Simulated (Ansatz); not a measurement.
La:
```xyz
4
Lattice="3.5844 0.0000 0.0000 -1.7922 3.1041 0.0000 0.0000 0.0000 11.5609" Properties=species:S:1:pos:R:3 pbc="T T T"
La     0.0000     0.0000     0.0000
La     0.0000     0.0000     5.7804
La     0.0000     2.0694     2.8902
La     1.7922     1.0347     8.6707
```

Relaxed with LDA. Special points in fractions of this cell's reciprocal vectors: Γ (0.000, 0.000, 0.000); M (0.500, 0.000, 0.000); K (0.333, 0.333, 0.000); A (0.000, 0.000, 0.500); L (0.500, 0.000, 0.500); H (0.333, 0.333, 0.500).

**Question.** List the band energies nearest the Fermi level at these points for plane-wave PAW LDA (Ansatz code).

**Answer.** In eV from the Fermi level; about four levels below and three above (degenerate sets whole), none deeper than 8.9 eV; points with the same levels are listed once.

```tsv
k	below	above
Γ	-3.12 -1.97 -1.76 -1.74	0.59 0.75 1.21 1.21
M	-1.31 -0.89 -0.32 -0.26	0.45 1.13 1.19
K	-1.19 -1.19 -0.87 -0.63 -0.63	0.26 0.43 0.43
A	-2.57 -2.57 -1.83 -1.83	0.69 0.69 1.29 1.29
L	-1.57 -1.57 -1.34 -1.34	0.59 0.59 1.34 1.34
H	-1.43 -1.43 -0.42 -0.42	0.04 0.04 0.15 0.15
```

Space group P6_3/mmc (dhcp (α-La type)). The LDA relaxation kept the symmetry of its start. Scalar-relativistic: spin–orbit coupling is off unless named, which matters more the heavier the elements.

Potentials: the earlier of the program's two PAW sets.
